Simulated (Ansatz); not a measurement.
SiNi₃ (Cu3Au type, Pm-3m), a = b = c = 3.4643 Å, α = β = γ = 90.00°.

Relaxed with r²SCAN.

Problem. Which orbitals make up the states near the Fermi level in plane-wave PAW r²SCAN (Ansatz code)?

Solution. Within 0.5 eV of the Fermi level: Ni 3d 93 %. Projections are on Löwdin-orthogonalised atomic valence shells; empty p or d shells of many metals are not among them.

Problem. Tabulate the density of states.

Solution. States/eV per cell of 4 atoms, in 0.25 eV bins, energy from the Fermi level.

| E (eV) | total | Ni 3d | Si 3p | Ni 4s |
|---|---|---|---|---|
| -7.85 | 0.34 | 0.03 | 0.16 | 0.13 |
| -7.60 | 0.45 | 0.05 | 0.21 | 0.16 |
| -7.35 | 0.57 | 0.08 | 0.26 | 0.20 |
| -7.10 | 0.73 | 0.11 | 0.33 | 0.23 |
| -6.85 | 0.98 | 0.18 | 0.45 | 0.28 |
| -6.60 | 1.32 | 0.30 | 0.59 | 0.33 |
| -6.35 | 1.49 | 0.41 | 0.62 | 0.33 |
| -6.10 | 1.37 | 0.43 | 0.56 | 0.27 |
| -5.85 | 1.37 | 0.48 | 0.56 | 0.23 |
| -5.60 | 1.84 | 0.76 | 0.69 | 0.28 |
| -5.35 | 1.78 | 0.90 | 0.55 | 0.22 |
| -5.10 | 1.15 | 0.62 | 0.35 | 0.12 |
| -4.85 | 1.60 | 1.02 | 0.37 | 0.15 |
| -4.60 | 1.87 | 1.15 | 0.50 | 0.16 |
| -4.35 | 6.40 | 4.38 | 1.65 | 0.23 |
| -4.10 | 5.45 | 4.17 | 0.71 | 0.45 |
| -3.85 | 3.92 | 3.01 | 0.22 | 0.57 |
| -3.60 | 3.15 | 2.76 | 0.20 | 0.12 |
| -3.35 | 6.32 | 5.81 | 0.15 | 0.21 |
| -3.10 | 5.62 | 5.25 | 0.08 | 0.14 |
| -2.85 | 4.87 | 4.48 | 0.10 | 0.12 |
| -2.60 | 7.51 | 7.00 | 0.17 | 0.10 |
| -2.35 | 8.43 | 7.76 | 0.29 | 0.09 |
| -2.10 | 3.75 | 3.29 | 0.23 | 0.07 |
| -1.85 | 4.12 | 3.85 | 0.11 | 0.06 |
| -1.60 | 9.76 | 9.38 | 0.09 | 0.13 |
| -1.35 | 12.93 | 12.39 | 0.11 | 0.25 |
| -1.10 | 9.33 | 8.68 | 0.17 | 0.22 |
| -0.85 | 8.27 | 7.34 | 0.17 | 0.24 |
| -0.60 | 4.31 | 3.56 | 0.15 | 0.14 |
| -0.35 | 3.92 | 3.79 | 0.02 | 0.02 |
| -0.10 | 3.08 | 3.03 | 0.03 | 0.00 |
| 0.15 | 0.84 | 0.71 | 0.10 | 0.01 |
| 0.40 | 1.14 | 0.83 | 0.24 | 0.03 |
| 0.65 | 2.81 | 1.97 | 0.63 | 0.12 |
| 0.90 | 2.27 | 1.41 | 0.60 | 0.13 |
| 1.15 | 1.64 | 0.88 | 0.51 | 0.11 |
| 1.40 | 1.34 | 0.64 | 0.46 | 0.10 |
| 1.65 | 1.18 | 0.51 | 0.43 | 0.10 |
| 1.90 | 1.08 | 0.42 | 0.39 | 0.09 |
| 2.15 | 1.00 | 0.36 | 0.37 | 0.08 |
| 2.40 | 0.95 | 0.32 | 0.36 | 0.08 |
| 2.65 | 0.94 | 0.30 | 0.35 | 0.08 |
| 2.90 | 0.93 | 0.28 | 0.35 | 0.09 |
| 3.15 | 0.86 | 0.24 | 0.32 | 0.10 |
| 3.40 | 0.80 | 0.21 | 0.30 | 0.11 |
| 3.65 | 0.86 | 0.21 | 0.34 | 0.13 |
| 3.90 | 0.82 | 0.18 | 0.34 | 0.12 |
| 4.15 | 0.68 | 0.14 | 0.28 | 0.10 |
| 4.40 | 0.75 | 0.15 | 0.21 | 0.23 |
| 4.65 | 0.98 | 0.19 | 0.17 | 0.44 |

The r²SCAN relaxation kept the symmetry of its start; of distortions, only those at the zone centre were tested. The workflow began spin-polarised and lost its moments.

Potentials: the later of the program's two PAW sets.
